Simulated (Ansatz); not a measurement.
CdSe:
```xyz
2
Lattice="0.0000 3.0666 3.0666 3.0666 0.0000 3.0666 3.0666 3.0666 0.0000" Properties=species:S:1:pos:R:3 pbc="T T T"
Se     4.6000     4.6000     4.6000
Cd     0.0000     0.0000     0.0000
```

Relaxed with r²SCAN. Special points in fractions of this cell's reciprocal vectors: Γ (0.000, 0.000, 0.000); X (0.500, 0.000, 0.500); U (0.625, 0.250, 0.625); K (0.375, 0.375, 0.750); L (0.500, 0.500, 0.500); W (0.500, 0.250, 0.750).

### Question
List the band energies nearest the valence-band maximum at these points for r²SCAN with spin–orbit coupling (plane waves, PAW; program Ansatz).

### Answer
In eV from the valence-band maximum; about four levels below and three above (degenerate sets whole), none deeper than 8.9 eV; points with the same levels are listed once.

| k | below | above |
|---|---|---|
| Γ | 0.00 0.00 0.00 0.00 | 0.92 0.92 6.10 6.10 |
| X | -1.98 -1.98 -1.85 -1.85 | 3.39 3.39 4.03 4.03 |
| U | -2.62 -2.53 -1.58 -1.58 | 3.98 3.99 5.34 |
| L | -0.95 -0.95 -0.72 -0.72 | 2.72 2.72 6.73 6.73 |
| W | -2.41 -2.24 -2.24 -2.21 | 5.20 5.38 5.39 |

Space group F-43m (zinc blende). The cell was relaxed with r²SCAN under the symmetry of its start.

Potentials: the later of the program's two PAW sets.
